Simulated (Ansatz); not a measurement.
Here is the system:

TaTe (rock salt, Fm-3m), a = b = c = 5.666 Å, α = β = γ = 90.00°; the cell used has 2 atoms.

This is the r²SCAN-relaxed structure.

**Question.** All from DFT-r²SCAN in the program Ansatz with PAW potentials, unless another level is named. Give the electronic character.

**Answer.** metallic (no gap).

**Question.** And the formation energy from the elements (no fitted shifts)?

**Answer.** 0.82 eV/atom.

**Question.** Next, the density of states at the Fermi level?

**Answer.** 1.6 states/eV per atom (mean over ±0.08 eV).

**Question.** Next, the gap with spin–orbit coupling?

**Answer.** none (metallic).

The start of the workflow was typed in or built on a structure type; neither database checked (COD, Materials Project) lists it. Whether it is the stable phase at ambient conditions was not checked. The cell was relaxed with r²SCAN under the symmetry of its start. At this level the phase is mechanically unstable. The run is not spin-polarised. Its formation energy is positive at this level, so the cell may be metastable or incomplete. With an odd number of electrons in the cell and no spin polarisation, the count alone makes it a metal. The references are the lowest solids computed at this level, not always the standard phases. Scalar-relativistic: spin–orbit coupling is off unless named, which matters more the heavier the elements.

Potentials: the later of the program's two PAW sets.
